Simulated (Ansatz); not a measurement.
## Compressing Li$_{2}$Pd: a fit and a missing row

Li$_{2}$Pd, P6/mmm, a = 4.201 Å, c = 2.662 Å. The structure is a COD entry; whether it is the stable form wasn't checked. Ansatz: PBEsol, PAW, 420 eV, Γ-centred 12×12×16 mesh on 3 atoms, Gaussian smearing 0.10 eV; no spin polarisation. Shape and atoms are relaxed at each volume; pressure is positive in compression.

| V (Å³/atom) | P (GPa) |
| --- | --- |
| 12.746 | ? |
| 13.153 | 1.73 |
| 13.560 | 0.00 |
| 13.966 | -1.48 |
| 14.373 | -2.77 |

Take V0 = 13.560 Å³/atom, fit the third-order Birch–Murnaghan form to the other rows, and predict the missing pressure.

With the Eulerian strain f = ½[(V0/V)^(2/3) − 1] and y = P/[3f(1 + 2f)^(5/2)], the form is the line y = B0 + 1.5 B0 (B0′ − 4) f. Rows (f, y): 0.01026, 53.4; -0.00974, 53.2; -0.01904, 53.4. Means f = -0.006173, y = 53.333; Σ(Δf)² = 0.0004483, ΣΔfΔy = 0.0007133; the slope is their ratio. y = 53.34 + 1.591 f GPa, so B0 = 53.3 GPa and B0′ = 4 + 2 × (1.591)/(3 × 53.34) = 4.02. At V = 12.746, f = 0.02107, y = 53.37 and P = 3.74 GPa. The run gave 3.77 GPa, so the fit is 0.03 GPa too low, a small miss on the scale of the series. The form still works here, 33 % of the fitted range beyond its end.